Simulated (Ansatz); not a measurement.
Relaxed AlN (wurtzite):

```xyz
4
Lattice="3.1303 0.0000 0.0000 -1.5651 2.7109 0.0000 0.0000 0.0000 5.0180" Properties=species:S:1:pos:R:3 pbc="T T T"
Al     1.5651     0.9036     0.0169
Al     0.0000     1.8073     2.5259
N      1.5651     0.9036     3.1203
N      0.0000     1.8073     0.6113
```

Calculation: PBE (plane waves to 420 eV, PAW, scalar-relativistic; Ansatz, an electronic-structure program). k mesh 10×10×6 (Γ-centred), Fermi-Dirac smearing 0.05 eV. AlN was relaxed with its symmetry unable to fall.

One atom of the cell was then moved (with its periodic images), all else fixed, and the forces (eV/Å) came out as:

```tsv
atom	Fx	Fy	Fz
Al1	-0.061	-0.051	-0.016
Al2	1.547	1.226	-0.207
N3	-1.365	-1.055	0.192
N4	-0.121	-0.120	0.032
```

Which atom was moved, and by which vector (Å)?

Al2, by (-0.08, -0.08, 0.00), 0.11 Å in all.

(A displaced cell: forces are minus the slopes of the energy, force constants its curvatures, and phonons follow from these.)
